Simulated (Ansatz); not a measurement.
**CuGe$_{2}$, a known structure type with other elements, at an estimated volume**

```
Cu Ge
1.0
     0.00000    2.48099    4.23889
     0.00000   -2.48099    4.23889
     4.37206    2.48099    0.00000
Cu Ge
2 4
Direct
  0.00000 0.00000 0.00000
  0.25000 0.25000 0.50000
  0.66700 0.33300 0.66600
  0.33300 0.66700 0.33400
  0.58300 0.91700 0.83400
  0.91700 0.58300 0.16600
```

Method: LDA, non-collinear spin; PAW, plane waves to 420 eV, 5×5×5 Γ-centred mesh, fermi-dirac occupations (width 0.1 eV) (Ansatz 0.2.0), atoms fixed.

The state carries no moments; the state need not be the lowest.

Is it stable against the elements?

0.33 eV an atom against the elements' usual phases (free molecules for gases, crystals otherwise, with no correction for O₂ or N₂), so at this geometry it isn't bound against them. Relaxing would lower it.

Is there a gap?

It is a metal, with about 2.7 states/eV a cell as the mean within 0.25 eV of the Fermi level, mostly Ge p (63 %) and Ge s (14 %).

Which atom feels the largest force, and which way?

The largest is on Ge3 (and as large on other atoms): 0.25 eV/Å, components (-0.25, 0.00, 0.00). It makes 74° with the line to a nearest neighbour, Cu2 at 2.56 Å.

What do density and ELF say about some of the short contacts?

Cu–Ge at 2.56 Å: least valence density 0.32 e/Å³ and ELF 0.38 there. Ge–Ge at 2.56 Å: least valence density 0.37 e/Å³ and ELF 0.53 there. These are pseudo-fields; inside the PAW spheres they differ from the all-electron ones.

Which element gives electrons and which takes them?

Bader charges in e: Cu +0.00, Ge -0.00. In the mean Cu gives up most and Ge takes most.

What does the stress say?

The pressure is 2.4 GPa (compression positive), so with the atoms held at these fractions the cell would first expand. The principal stresses 1.8, 2.2, 3.3 GPa differ, so its shape would change too.

Origin: a known structure type with other elements, at an estimated volume, so it need not be a known compound. Caveats: the k mesh is coarse if the cell is a metal.
